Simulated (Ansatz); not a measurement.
WSSe (Janus 2H monolayer): an Ansatz output whose functional has been blanked. The cell was relaxed with r2SCAN and then strained (in-plane biaxial -1.0 %), with the atoms relaxed again with r2SCAN; k points keep the names of the unstrained zone.

```xyz
3
Lattice="3.2142 0.0000 0.0000 -1.6071 2.7836 0.0000 0.0000 0.0000 31.0352" Properties=species:S:1:pos:R:3 pbc="T T F"
W     0.0000    1.8557    9.0565
S     1.6071    0.9279   10.5934
Se    1.6071    0.9279    7.3502
```
The sheet repeats along a and b alone.

```
Crystal: 3 atoms, lattice volume = 277.680 Å³
Basis set: ecut = 500 eV, 7007 PW (Γ)
Bands: 22, of which v1, the nominal top of the filled ones, is band 18 counted from 1 (17 counted from 0)
Symmetry: 6 space group operations
Space group: P3m1 (ITA 156)
k-points: 19 of 144 (time reversal used)
preconditioner: auto → Resta (q_TF=auto, 1.941 Å⁻¹)  ε∞=2.1  [insulator: Δε(μ)=1.933 eV  ℏωp=9.5 eV]
SCF 1 converged in 10 iterations: F = -16783.435271 eV  dr2 = 1.91e-8
NSCF: frozen V_eff on 3 k-points
SCF converged after 10 iterations
Free energy (F): -16783.435271 eV
Fermi energy:    -5.609466 eV
--- Per-component energies (eV) ---
  E_band       = -1174.389030
  E_kinetic    = 679.154872
  E_local      = -85385.636919
  E_nonlocal   = -565.437153
  E_hartree    = 42233.925277
  E_xc         = -440.088715
  E_vxc        = -461.787467
  E_paw        = -11127.866828
  E_vpaw       = 68.201724
  E_vtau       = 23.278268
  E_ewald      = 37824.976940
  E_core_change = -2.462486
--- Forces (eV/Å), atoms counted from 1 ---
  atom   1  W       0.00000      0.00000    -0.00149
  atom   2  S       0.00000      0.00000      0.00107
  atom   3  Se      0.00000      0.00000      0.00057
--- 2D stress c σ (N/m, compression-positive) ---
        1.779372       0.000000       0.000000
        0.000000       1.779372       0.000000
        0.000000       0.000000       0.000000
  P = ½ c Tr σ = 1.7794 N/m
--- Band table (eV; the first three rows and the last of 19) ---
  k-point 0: bands = […, -8.4412, -8.4412, -8.0302, -6.9337, -6.9337, -5.7310, -2.4212, -2.4212, -2.1907, -2.1907]
  k-point 1: bands = […, -8.7911, -8.3550, -8.1896, -7.0946, -6.9576, -5.7736, -2.6101, -2.5148, -2.3828, -2.1543]
  k-point 2: bands = […, -9.5080, -8.7355, -8.2009, -7.3770, -7.1259, -6.0070, -3.1876, -2.6481, -2.5314, -1.7115]
  k-point 18: bands = […, -11.1849, -10.2538, -9.6073, -9.0815, -8.1277, -5.6095, -3.6720, -2.2859, -1.5163, 0.1242]
```

Levels at the listed points, from bands.tsv (eV from the Fermi energy, bands near the gap, counted from 0):
```tsv
# k_distance	band_13	band_14	band_15	band_16	band_17	band_18	band_19	band_20	band_21
# fermi_ev = -5.609466
# [0, 0, 0] at k_distance = 0.000000
# [0.5, 0, 0] at k_distance = 1.128599
# [0.3333333333, 0.3333333333, 0] at k_distance = 1.780196
# levels_relative_to = fermi_ev
0.000	-2.832	-2.421	-1.324	-1.324	-0.122	3.188	3.188	3.419	3.419
1.129	-4.487	-3.394	-2.320	-1.074	-0.977	2.919	3.236	4.246	4.906
1.780	-4.644	-3.998	-3.472	-2.518	0.000	1.937	3.324	4.093	5.734
```
In order the rows are Γ, M, K.

Q: Which level of theory was used?
A. r2SCAN
B. LDA
C. Hartree-Fock
D. PBE

A: A. r2SCAN. The term E_vtau belongs to a meta-GGA, which reads the kinetic-energy density. There is no exchange loop, so no exact exchange. With r2SCAN the gap is 1.94 eV and direct, at K. The log narrows the family; the member has to be judged from the numbers.

Run as `ansatz run input.yaml --threads 4 --pin off --max-ram 5529MiB --backend cpu --events-out ev --progress --plain --runs-dir out`. It took 21 s on 4 threads of Intel(R) Xeon(R) Processor @ 2.50GHz (Skylake/Cascade Lake) (shared host), load about 0.9 per core; peak host memory 1.1 GiB.

Spin-unpolarised throughout. Whether this structure exists isn't addressed.

Spin-orbit coupling is left out, which matters wherever the heavy atoms make up the band edges.
